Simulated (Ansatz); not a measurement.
BaF$_{2}$ (fluorite) is sheared across one {100} plane: the third cell vector gains the shift, so faults repeat every 9.4 Å. The cut lies between planes 1.56 Å apart; the cell height is held.

```xyz
9
Lattice="4.4169 0.0000 0.0000 0.0000 4.4169 0.0000 2.2084 2.2084 9.3696" Properties=species:S:1:pos:R:3 pbc="T T T"
Ba     2.0244     2.0244     8.5888
Ba     2.0244     2.0244     2.3424
Ba     4.2328     4.2328     5.4656
F      4.2328     2.0244     0.7808
F      2.0244     4.2328     3.9040
F      4.2328     2.0244     7.0272
F      2.0244     4.2328     0.7808
F      4.2328     2.0244     3.9040
F      2.0244     4.2328     7.0272
```

In-plane vectors a = (4.417, 0.000) Å, b = (0.000, 4.417) Å, area 19.51 Å². The shift is s times the vector a (length 4.417 Å), so s = 1 restores the start. Atoms relax along the normal only. γ = [E(shift) − E(0)] / area.

Calculation: PBE (plane waves to 420 eV, PAW, scalar-relativistic; Ansatz, a program for electronic structure). k mesh 7×7×7 (Γ-centred), Fermi-Dirac smearing 0.05 eV. E is the zero-smearing estimate. Some relaxations began with atoms very close together and may have settled on another branch. Faults lie only 9.4 Å apart, and holding the cell height raises γ above its relaxed value. BaF2 was relaxed with its symmetry unable to fall. The zero of γ is zero shift.

```csv
s,γ (mJ/m²)
0.000,0
0.083,91
0.167,280
0.250,withheld
0.333,690
0.417,835
0.500,888
0.583,835
0.667,690
0.750,withheld
0.833,280
0.917,91
```

**Question.** Fit a Fourier form (three harmonics of 1 − cos and sin) to the given rows and predict γ at s = 0.750.

**Answer.** Least squares on the 10 given rows: γ = (432.5)·[1 − cos(2πs)] + (27.4)·[1 − cos(4πs)] + (12.7)·[1 − cos(6πs)], in mJ/m²; root-mean-square residual 3.4 mJ/m². At 0.750 the fit gives 500 mJ/m²; the calculation gives 492 mJ/m², so the interpolation is off by 8 (+1.6 %). 

(The slope of γ gives the shear force per area between the displaced halves; near zero shift its curvature is an elastic stiffness.)
